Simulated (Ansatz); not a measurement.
The cell is COD entry 9008726, as deposited and not checked against the literature; nothing was relaxed. The listed cell was then made from it by scaling, straining or moving an atom.

An input for SnTe: DFT, LDA, PAW with Ansatz's default frozen-core files, scalar-relativistic (Ansatz 0.2.0). The PAW files were made with PBE; their cores are remade for this functional.

Command: `ansatz run input.yaml --threads 1 --pin off --max-ram 3072MiB --backend cpu --events-out ev --progress --plain --runs-dir out` The run took 7.5 s on 1 thread of Intel(R) Xeon(R) Platinum 8488C (Sapphire Rapids), on a shared host, peak memory 0.52 GiB.

```yaml
crystal:
  lattice:
    - [0.031565, 3.1722825, 3.1722825]
    - [3.1722825, 0.031565, 3.1722825]
    - [3.1722825, 3.1722825, 0.031565]
  atoms:
    - { symbol: Sn, position: [0.0, 0.0, 0.0] }
    - { symbol: Te, position: [0.5, 0.5, 0.5] }
kpoints:
  mp_grid: { grid: [11, 11, 11] }
scf:
  occupations: { method: fermi_dirac, width: 0.08 }
hamiltonian:
  xc: lda
  pseudopotentials: { kind: paw }
output:
  forces: true
  stress: true
  eigenvalues: true
  efg: { contact_densities: true }
```

The results part of the log:

```
SCF 1 converged in 6 iterations: F = -12707.264076 eV  dr2 = 3.88e-10
  greatest PAW one-centre occupation: 0.999 electrons in one spin orbital (limit 2), on the Te atom at site 1 (counted from 0), in its partial waves of l = 2
SCF converged after 6 iterations
Free energy (F): -12707.264076 eV
Harris-Foulkes:  -12707.264076 eV  (|F-HF|=2.44e-10)
Internal energy: -12707.262311 eV  (E = F + TS)
E sigma→0 (E₀):  -12707.263194 eV
Entropy (-TS):   -0.001765 eV (-0.882 meV/atom)
Fermi energy:    9.231695 eV
--- Per-component energies (eV) ---
  E_band       = -363.340151
  E_kinetic    = 368.274290
  E_local      = -2173.621728  (includes V_loc(G=0)·N_el)
  E_nonlocal   = -333.186613
  E_hartree    = 1356.002089
  E_xc         = -503.676430
  E_vxc        = -204.199434  (∫ρ·V_xc dr)
  E_paw        = -8501.780894  (= ΣΔE_a)
  E_vpaw       = -732.611552  (= ΣTr[D̂ρ^β])
  E_aug_tail   = -0.000189  (compensation charges beyond the density's cutoff)
  E_ewald      = -2920.376395
  E_core_change = 1.103559  (= ΣΔE_core)
  E_smearing   = -0.001765  (= −TS)
  E_closure    = -0.000000  (closes the sum)
  Σ components = -12707.264076   (vs F -12707.264076, Δ=0.00e0)
--- Forces (eV/Å), atoms counted from 1 ---
  atom   1  Sn    -0.00000000     0.00000000     0.00000000
  atom   2  Te     0.00000000     0.00000000     0.00000000
  max |Σ_I F_I| component: 5.26e-30 eV/Å
--- Stress (GPa, compression-positive) ---
       -1.723057      -0.174341      -0.174341
       -0.174341      -1.723057      -0.174341
       -0.174341      -0.174341      -1.723057
  P = ⅓ Tr σ = -1.7231 GPa (-17.231 kbar)
--- PAW observables at the nuclei: V_zz in 10²¹ V/m², potentials from the cell's mean, atoms counted from 1 ---
  atom   1  Sn V_zz =    +0.068094   η = 0.0000   by run symmetry: allowed
            electrostatic potential = -8171.991243 V   contact ρ = 1231550.745880 e/Å³
  atom   2  Te V_zz =    +1.186658   η = 0.0000   by run symmetry: allowed
            electrostatic potential = -8648.300343 V   contact ρ = 1462968.602384 e/Å³
--- Band table (eV; the first three rows and the last of 146) ---
  k-point 0: bands = ["-27.6662", "-27.6662", "-27.6625", "-27.6593", "-27.6593", "-12.5075", "-12.5075", "-12.4995", "-12.4995", "-12.4995", "-3.5382", "4.3945", "7.0722", "7.2129", "7.2129", "12.5291", "12.5291", "12.5751", "13.9876"]
  k-point 1: bands = ["-27.6662", "-27.6662", "-27.6624", "-27.6592", "-27.6592", "-12.5079", "-12.5078", "-12.4993", "-12.4990", "-12.4990", "-3.4688", "4.0257", "7.0992", "7.2228", "7.4555", "12.1441", "12.1524", "12.1928", "14.0405"]
  k-point 2: bands = ["-27.6662", "-27.6661", "-27.6623", "-27.6592", "-27.6590", "-12.5091", "-12.5088", "-12.4991", "-12.4978", "-12.4977", "-3.2667", "3.2165", "7.1496", "7.2580", "7.9318", "11.3668", "11.3956", "11.4333", "14.0955"]
  k-point 145: bands = ["-27.6658", "-27.6658", "-27.6621", "-27.6589", "-27.6588", "-12.5139", "-12.5128", "-12.4974", "-12.4935", "-12.4931", "-2.2750", "0.9368", "6.8118", "7.3765", "8.5207", "9.8403", "9.9638", "11.0101", "16.3987"]
```
